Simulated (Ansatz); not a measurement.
NiPtF6 (space group R-3)

```xyz
8
Lattice="2.4677 1.4247 4.5189 -2.4677 1.4247 4.5189 0.0000 -2.8494 4.5189" Properties=species:S:1:pos:R:3 pbc="T T T"
Ni     0.0000     0.0000     0.0000
Pt     0.0000     0.0000     6.7784
F      1.5943    -0.0723     7.9094
F     -1.5943     0.0723     5.6474
F     -0.7345     1.4169     7.9094
F      0.7345    -1.4169     5.6474
F     -0.8598    -1.3446     7.9094
F      0.8598     1.3446     5.6474
```

The slice is a (0001) plane (indices of the conventional cell) through the point (0.000, 0.000, 0.000) (fractional), spanned by u = [1 0 -1] and v = [-1 2 -1] in vectors of this cell: u (4.94 Å) and v (8.55 Å, at 90° to u). It covers one period; positions are fractions (u, v).

Level of theory: PBEsol (plane waves to 420 eV, PAW, scalar-relativistic; Ansatz, a program for electronic structure). k mesh 8×8×8. Inside the PAW spheres the values are not all-electron values, and peaks at nuclei hang on which shells count as valence. NiPtF6 is run spin-polarised and with no Hubbard U. NiPtF6 was relaxed with its symmetry unable to fall. Relaxed NiPtF6 ends ferromagnetic. Spin-orbit coupling is left out, though Pt is heavy. The magnetic order is the one the run started from; other orders were not tried.

Task: Predict the map of the electrostatic potential energy of an electron, from the cell's mean on the slice.

Result: 
```
|xx048999840x|
|002699998620|
|456899999865|
|889999999998|
|999999999999|
|999998889999|
|999865456899|
|999620002689|
|99840xxx0489|
|99730xxx0379|
|99840xxx0489|
|998620002699|
|999865456899|
|999998889999|
|999999999999|
|889999999998|
|456899999865|
|002689999620|
|xx048999840x|
|xx037999730x|
```
Scale: ten equal steps from 1.00 (start of '0') to 9.18 (end of '9'), in the order '0123456789'. Values: electrostatic potential energy of an electron, from the cell's mean, in eV. The map has 12 points along u (one character each, u = 0 at the left) and 20 along v (v = 0 in the bottom row). Points within 0.8 Å of a nucleus are blanked (x), as the pseudised field means little there. Values under 1 eV are set to 1. The zero, the cell's mean, hangs on the PAW cores.
